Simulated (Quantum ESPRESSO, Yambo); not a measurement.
RbBr (CsCl type, space group Pm-3m, No. 221) under isotropic strain (on all lattice vectors), counted from the cell relaxed with PBEsol, atoms relaxed at each step. PBEsol (Quantum ESPRESSO, PseudoDojo norm-conserving, 46 Ry, no spin-orbit coupling); G0W0 in Yambo (4×4×4 Γ-centred k mesh, 155 bands and a 10 Ry block in the screening, 155 bands in G with the Bruneval-Gonze terminator, plasmon pole fitted at 27.2 eV).

| strain (%) | PBEsol gap (eV) | kind | G0W0 direct gap (eV) |
|---|---|---|---|
| -3 | 4.38 | indirect | 7.00 at Γ |
| -1.5 | (withheld) | indirect | (withheld) |
| -0.7 | 4.11 | indirect | 6.74 at Γ |
| 0 | 4.04 | indirect | 6.68 at Γ |
| +1 | 3.94 | indirect | 6.58 at Γ |
| +2 | 3.84 | indirect | 6.48 at Γ |

**Question.** Estimate the withheld gaps from the other strains; the computed values follow.

**Answer.** 
- -1.5, PBEsol gap (eV): 4.20
- -1.5, G0W0 direct gap (eV): 6.83 at Γ

GW, BSE and RPA settings are held fixed; their convergence isn't established. Strains are linear. Spin-orbit splittings are left out.

This is not the ordinary phase of the substance; no match was found in the copy of COD used, and its stability was not checked.
